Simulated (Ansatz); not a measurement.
## CaO, a database entry at a rescaled volume

```
Ca O
1.0
     0.00000    2.42472    2.42472
     2.42472    0.00000    2.42472
     2.42472    2.42472    0.00000
Ca O
1 1
Direct
  0.00000 0.00000 0.00000
  0.50000 0.50000 0.50000
```

Single point in Ansatz 0.2.0 with r2SCAN, no spin polarisation. Cutoff 500 eV, PAW datasets, 9×9×9 Γ-centred k mesh, fermi-dirac filling (width 0.1 eV).

**Question.** Is the cell too large or too small?

**Answer.** The pressure is -3.7 GPa (compression positive), so with the atoms held at these fractions the cell would first shrink.

**Question.** Metal or insulator? Give the gap.

**Answer.** The gap is 4.20 eV, indirect (the least direct gap found is 4.59 eV). A semilocal functional usually gives too small a gap.

**Question.** Is it stable against the elements?

**Answer.** -3.21 eV an atom against the elements' usual phases (free molecules for gases, crystals otherwise, with no correction for O₂ or N₂), so it is bound against them; other compounds may still compete. Relaxing would lower it.

**Question.** Give the Bader charges.

**Answer.** Bader charges in e: Ca +1.53, O -1.53. In the mean Ca gives up most and O takes most.

**Question.** What do density and ELF say about some of the short contacts?

**Answer.** Ca–O at 2.42 Å: least valence density 0.24 e/Å³ and ELF 0.08 there, a closed-shell (ionic or weak) contact. Both are smooth PAW fields, read partly inside the augmentation spheres.

Origin: a database entry at a rescaled volume.
